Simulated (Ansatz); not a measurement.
## YTl (CsCl-type structure)

**The experiment.** The Crystallography Open Database holds a cell as deposited of cubic YTl (space group Pm-3m), temperature not stated (1962): a = 3.751 Å, 26.39 Å³/atom.

Computed with Ansatz (plane waves, PAW, 420 eV cutoff): PBEsol, scalar-relativistic, no spin polarisation, 8×8×8 k-mesh, Gaussian smearing of 0.05 eV. The datasets are Ansatz's generated set soft_2.

```
Y Tl
1.0
     3.73477    0.00000    0.00000
     0.00000    3.73477    0.00000
     0.00000    0.00000    3.73477
Y Tl
1 1
Direct
  0.00000 0.00000 0.00000
  0.50000 0.50000 0.50000
```

The start was a prototype's sites filled with these elements; the Crystallography Open Database holds the compound in this structure.

The cell above was scaled in volume, its shape and atoms being fixed by the lattice's symmetry. Energies are counted from the cell above.

Cell and atoms are those of this level's equilibrium.

```
V (Å³/atom)  ΔE (meV/atom)  P from the stress (GPa)
     25.005           9.21                     2.93
     25.526           2.23                     1.39
     26.047           0.00                     0.00
     26.568           2.06                    -1.25
     27.089           7.94                    -2.36
```

Q: Do the energies and the pressures agree? Compare −ΔE/ΔV between neighbouring points (1 meV/Å³ = 0.1602 GPa) with the mean of their pressures.

A: 
```csv
interval (Å³/atom),−ΔE/ΔV (GPa),mean P (GPa)
25.01 to 25.53,2.1,2.2
25.53 to 26.05,0.7,0.7
26.05 to 26.57,-0.6,-0.6
26.57 to 27.09,-1.8,-1.8
```
They differ by 0.01 GPa at most.

Q: What do the two routes give for V0, B0 and B0′?

A: A third-order Birch–Murnaghan fit of the energies: V0 = 26.05 Å³/atom, B0 = 66 GPa, B0′ = 4.4. A polynomial of P in ln V, with B = −dP/d ln V at P = 0: V0 = 26.05 Å³/atom, B0 = 66 GPa, B0′ = 4.4.

B0·V0 = 65.7 GPa × 26.05 Å³ = 10.68 eV/atom sets the scale: near the minimum ΔE ≈ ½ B0 V0 x², with x = V/V0 − 1, and a pressure of 0.7 GPa squeezes the volume by about 1 %. At the ends of the curve: x = −4.0 % predicts 8.6 meV/atom and the run gives 9.2; x = +4.0 % predicts 8.5 meV/atom and the run gives 7.9. Compression costs more and expansion less than the parabola says, since the crystal stiffens as it shrinks; B0′ measures that.

**Comparison.** The computed cell (3.735 Å, 26.05 Å³/atom) differs from the database's by −1.3 % in volume, about −0.4 % in length. PBEsol was built to cure PBE's overestimate of volumes, and the static lattice lacks thermal expansion.

No spin–orbit coupling, a notable omission for heavy elements. The run is a metal.
